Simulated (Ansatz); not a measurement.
Total density of states per atom from LDA in the plane-wave PAW code Ansatz, in 0.25 eV bins, energy from the valence-band maximum:

| E (eV) | states/eV/atom |
|---|---|
| -5.70 | 0.00 |
| -5.45 | 0.03 |
| -5.20 | 0.14 |
| -4.95 | 0.21 |
| -4.70 | 0.46 |
| -4.45 | 1.06 |
| -4.20 | 1.18 |
| -3.95 | 0.54 |
| -3.70 | 0.96 |
| -3.45 | 0.77 |
| -3.20 | 0.69 |
| -2.95 | 0.76 |
| -2.70 | 0.70 |
| -2.45 | 0.45 |
| -2.20 | 0.41 |
| -1.95 | 0.70 |
| -1.70 | 0.85 |
| -1.45 | 0.83 |
| -1.20 | 0.89 |
| -0.95 | 1.15 |
| -0.70 | 0.94 |
| -0.45 | 1.15 |
| -0.20 | 1.05 |
| 0.05 | 0.07 |
| 0.30 | 0.00 |
| 0.55 | 0.00 |
| 0.80 | 0.00 |
| 1.05 | 0.00 |
| 1.30 | 0.00 |
| 1.55 | 0.00 |
| 1.80 | 0.00 |
| 2.05 | 0.00 |
| 2.30 | 0.00 |
| 2.55 | 0.00 |
| 2.80 | 0.00 |
| 3.05 | 0.00 |
| 3.30 | 0.00 |
| 3.55 | 0.00 |
| 3.80 | 0.00 |
| 4.05 | 0.01 |
| 4.30 | 0.05 |
| 4.55 | 0.67 |
| 4.80 | 1.39 |
| 5.05 | 1.48 |
| 5.30 | 1.66 |
| 5.55 | 0.06 |
| 5.80 | 0.00 |
| 6.05 | 0.00 |
| 6.30 | 0.00 |
| 6.55 | 0.00 |
| 6.80 | 0.80 |
| 7.05 | 0.75 |
| 7.30 | 0.68 |
| 7.55 | 0.68 |
| 7.80 | 0.45 |
| 8.05 | 0.60 |
| 8.30 | 0.80 |
| 8.55 | 0.86 |
| 8.80 | 0.72 |

Which of these materials gives this?
(A) ZrO2, P4_2/nmc (Zr on 2a, O on 4d)
(B) HfB, rock salt
(C) SrO, rock salt
(D) BaHfO3, cubic perovskite

A, ZrO2, P4_2/nmc (Zr on 2a, O on 4d). Top 1 eV of the valence band: O 2p 90 %, Zr 4d 7 %. Bottom 1 eV of the conduction band: Zr 4d 88 %, O 2p 9 %. Projections are on Löwdin-orthogonalised atomic valence shells; empty p or d shells of many metals are not among them.

This is a known high-temperature phase of the composition, computed here at zero pressure and temperature. The cell was relaxed with LDA under the symmetry of its start; its stability against distortions is not shown here. The run is not spin-polarised. Scalar-relativistic: spin–orbit coupling is off unless named, which matters more the heavier the elements.

Potentials: the later of the program's two PAW sets.
